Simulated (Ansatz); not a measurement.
SiGe:
```xyz
4
Lattice="3.9228 0.0000 0.0000 0.0000 3.9276 0.0000 0.0000 0.0000 5.5424" Properties=species:S:1:pos:R:3 pbc="T T T"
Si     2.9421     0.0000     4.8771
Si     0.9807     0.0000     0.6653
Ge     0.9807     1.9638     2.0476
Ge     2.9421     1.9638     3.4947
```

r²SCAN (plane waves, PAW; program Ansatz) gives a gap of 0.58 eV without spin–orbit coupling, maximum at Γ, minimum on the S–Y line, 5 % of the way from S.

Problem. What happens when spin–orbit coupling is switched on?

Solution. The gap decreases by 0.04 eV, to 0.54 eV; maximum at Γ, minimum on the S–Y line, 5 % of the way from S.

Problem. Give the electron effective mass with spin–orbit coupling.

Solution. 0.30, 0.42, 0.68 mₑ (principal values).

Problem. Give the hole effective mass with spin–orbit coupling.

Solution. 0.082, 0.21, 0.32 mₑ (principal values).

Space group Pmma. The start of the workflow was typed in or built on a structure type; neither database checked (COD, Materials Project) lists it. Whether it is the stable phase at ambient conditions was not checked. The cell was relaxed with r²SCAN under the symmetry of its start; whether a distortion lowers the energy is not shown.

Potentials: the earlier of the program's two PAW sets.
